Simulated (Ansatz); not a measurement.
## Run on VOs (P-6m2) — volume scaled by 0.86

Theory: DFT, r2SCAN, all-electron PAW with datasets made for the crystal, scalar-relativistic in Ansatz 0.2.0.

Command: `ansatz run input.yaml --threads 1 --pin off --max-ram 3072MiB --backend cpu --events-out ev --progress --plain --runs-dir out`

```yaml
crystal:
  lattice:
    - [2.6279178844, 0.0, 0.0]
    - [-1.3139589422, 2.2758436469, 0.0]
    - [0.0, 0.0, 4.0492440192]
  atoms:
    - { symbol: V, position: [0.6666666667, 0.3333333333, 0.0], spin: 2.0 }
    - { symbol: Os, position: [0.0, 0.0, 0.5] }
magnetization:
  spin_polarized: true
kpoints:
  mp_grid: { grid: [12, 12, 7] }
scf:
  occupations: { method: fermi_dirac, width: 0.08 }
  lower_state_search: "off"
hamiltonian:
  xc: r2scan
  pseudopotentials: { kind: all_electron, datasets: crystal }
output:
  forces: true
  stress: true
  eigenvalues: false
```

Output:

```
settings of this run that can trade accuracy for cost: output.eigenvalues: false. Do not mix this run's numbers with those of runs without the same settings; the input reference describes each key
hamiltonian.pseudopotentials.datasets: crystal makes datasets for this crystal and solves the spheres of its atoms anew in each pass: cutoff 320.0 eV, the density's 2240.0 eV; for an error of 0.50 meV an atom under PBE, 1.0 meV for the cell; an energy difference from a run of another recipe may be off by several times the error for the cell, under r2SCAN by more, where some 0.1 meV an atom stays a …
band count auto-derived: 21 (N_el = 29.0; filled up to band 15; 20 by the electrons, moments and atoms)
Engine: ansatz 0.2.0
Pseudopotentials: kind: all_electron
Pseudopotential: V, paw, valence charge 13, recommended cutoff 320 eV (normal), crystal/all_electron/r2scan/scalar/gaussian/V, Koelling and Harmon's equation, gaussian nucleus
Pseudopotential: Os, paw, valence charge 16, recommended cutoff 320 eV (normal), crystal/all_electron/r2scan/scalar/gaussian/Os, Koelling and Harmon's equation, gaussian nucleus
Functional definition: r2SCAN
  parameter k0 = 0.174
  parameter k1 = 0.065
  parameter a1 = 4.9479
  exchange = r2scan_x(k0 = k0, k1 = k1, a1 = a1)
  correlation = r2scan_c
Crystal: 2 atoms, lattice volume = 24.217 Å³
Basis set: ecut = 320 eV, 311 PW (Γ), exchange–correlation on 72×72×96 points (27 copies of the dense FFT grid, shifted against one another)
Bands: 21, of which v1, the nominal top of the filled ones, is band 15 counted from 1 (14 counted from 0)
Symmetry: 12 space group operations
Space group: P-6m2 (ITA 187), of the structure as read, at distance tolerance 2.9e-5 Å
Magnetic group: BNS 187.209 (UNI 1439), of the structure as read, at distance tolerance 2.9e-5 Å
k-points: 76 of 1008 (time reversal used)
Non-local potential: V, projectors of the file, l = 0: 2, l = 1: 2, l = 2: 2
Non-local potential: Os, projectors of the file, l = 0: 2, l = 1: 2, l = 2: 2
PAW form: soft (Blöchl's): semilocal exchange-correlation on the pseudo side does not see the compensation charge
PAW one-centre angular grid: V, 590 points (default); XC on its mesh's 1911 points in the sphere
PAW one-centre angular grid: Os, 590 points (default); XC on its mesh's 1797 points in the sphere
Initial density: superposition of atomic densities (chi_scale 0.1, normalization cell)
Starting moments: Σ|m| = 2 μB on 1 of 2 sites
Initial wavefunctions: pseudopotential atomic-orbital guess
Functional: x = r2scan, c = r2scan; τ floored in thin density (d = 2e-4 eV/Å³)
iter 1 solved again at ethr=2.05e-2 eV; its pass at ethr=1.00e-1 eV (dr2=5.94e0 eV) is discarded
SCF iter   1: F=—  HF=-495316.955370 eV  |F-HF|=—  |Δ(HF+E_count)|=         —  Δρ=1.39e-1 (↑1.39e-1 ↓4.06e-2)  dr2=6.02e0  dr2_τ=1.03e-2  dr2_m=8.99e-1  M=1.248 μB ∫|m|=1.347 μB  β_m=0.30  ethr=2.05e-2  ⟨swp⟩=2.1  Hψ=16079  notcnv=0
preconditioner: auto → none  [metal: Δε(μ)=0.031 eV  Ē_g=9.205 eV  σ=0.080 eV  W_gap=0.10  n_scr=8 (ndim 8)  ℏωp=27.2 eV  f_vac=0.000  D(μ)=1.31/eV (n_scr^D=10)  sad-step TF]
[...]
Entropy (-TS):   -0.043876 eV (-21.938 meV/atom)
Past the cutoff: the bands carry plane waves up to 2.50 times it, of which those up to 1.5 times it add -0.001205 eV an atom, each by itself; the spheres take 0.000628 eV an atom off the energy for waves past 2.50 times it
Past the cutoffs: a stress includes 0.0117 GPa for waves and charges beyond them, in addition to the slope of what the spheres take
In the spheres:  the bands' charges fall short by 1.1e-6 e at most (sound up to 1e-3)
Fermi energy:    28.711484 eV
--- Per-component energies (eV) ---
  E_band       = -37.077916
  E_kinetic    = 471.987240
  E_local      = -1185.072444  (includes V_loc(G=0)·N_el)
  E_nonlocal   = 93.251044
  E_hartree    = 698.070164
  E_xc         = -164.154965
  E_vxc        = -240.912056  (∫ρ·V_xc dr)
  E_paw        = -497694.500464  (= ΣΔE_a)
  E_vpaw       = -6879.622813  (= ΣTr[D̂ρ^β])
  E_vtau       = 19.379001  (kinetic-family band-sum trace: ∫τ·v_τ [+ j·A + Jᵃ·Aᵃ] dr)
  E_ewald      = -3823.266185
  E_smearing   = -0.043876  (= −TS)
  E_closure    = 6287.771656  (closes the sum)
  Σ components = -495315.957829   (vs F -495315.957829, Δ=0.00e0)
  The terms above E_closure are by the made datasets' own strengths, without shells solved beside the bands.
--- Forces (eV/Å), atoms counted from 1 ---
  atom   1  V     -0.00000000     0.00000000     0.00000000
  atom   2  Os     0.00000000    -0.00000000    -0.00000000
  max |Σ_I F_I| component: 2.78e-17 eV/Å
--- Stress (GPa, compression-positive) ---
       51.743518       0.000000      -0.000000
        0.000000      51.743518       0.000000
       -0.000000       0.000000      51.102262
  P = ⅓ Tr σ = 51.5298 GPa (515.298 kbar)
settings of this run that can trade accuracy for cost: output.eigenvalues: false. Do not mix this run's numbers with those of runs without the same settings; the input reference describes each key
```

Site moments (μB): V1 0.74, Os2 -0.02. Cell moment 0.90 μB.

The magnetic group in the log treats spin as a scalar label, without spin–orbit coupling.

The Ansatz runs typed with the search for lower states off end where their start leads. Spin–orbit coupling is left out although heavy atoms are present. r²SCAN is known to give itinerant transition metals moments and polarisation energies that are too large. The magnetic state is the one that this cell and start allow. It needn't be the compound's measured order, which may need a larger cell or be absent.

It took 64 s on 1 thread of Intel(R) Xeon(R) Platinum 8375C CPU @ 2.90GHz (Ice Lake) (shared host), peak memory 1.2 GiB.
